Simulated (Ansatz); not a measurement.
**Clamped-ion strain scan in YTlO$_{2}$**

Computed with DFT PBEsol, scalar-relativistic, plane waves, PAW in Ansatz 0.2.0. The runs took a 420 eV cutoff, a Γ-centred 9×9×9 mesh and Gaussian smearing (0.05 eV). Spin–orbit coupling is left out, which matters for the heavy elements here. No spin polarisation. Energies are free energies at this smearing, counted from the undisturbed cell; pressure is positive in compression.

Reference structure (as given, not relaxed at this level; it stands at -5.1 GPa, and it needn't be the usual structure):

```
Y Tl O
1.0
     1.75623    1.01396    6.50057
    -1.75623    1.01396    6.50057
     0.00000   -2.02792    6.50057
Y Tl O
1 1 2
Direct
  0.50000 0.50000 0.50000
  0.00000 0.00000 0.00000
  0.77568 0.77568 0.77568
  0.22432 0.22432 0.22432
```

The cell is strained by ε times the Voigt pattern (0, 0, 1, 0, 0, 0) (xx, yy, zz, yz, xz, xy; engineering shear) with fractional coordinates fixed.

Over the sampled range (-0.1500 to 0.1500), is the undisturbed cell the lowest point?

No: the energy is lower at ε = -0.0375, -7.9 in ΔE (meV/atom).

Which end lies higher in energy, -0.1500 or +0.1500?

+0.1500: 218.9 against 115.3.

Does the gap on the k-mesh survive along the scan?

It is 1.62 eV at the start and stays between 1.04 and 1.85 eV.

The scan:

| ε | ΔE (meV/atom) |
| --- | --- |
| -0.1500 | 115.3 |
| -0.1125 | 47.4 |
| -0.0750 | 7.1 |
| -0.0375 | -7.9 |
| 0.0000 | 0.0 |
| 0.0375 | 28.8 |
| 0.0750 | 76.2 |
| 0.1125 | 140.3 |
| 0.1312 | 177.8 |
| 0.1500 | 218.9 |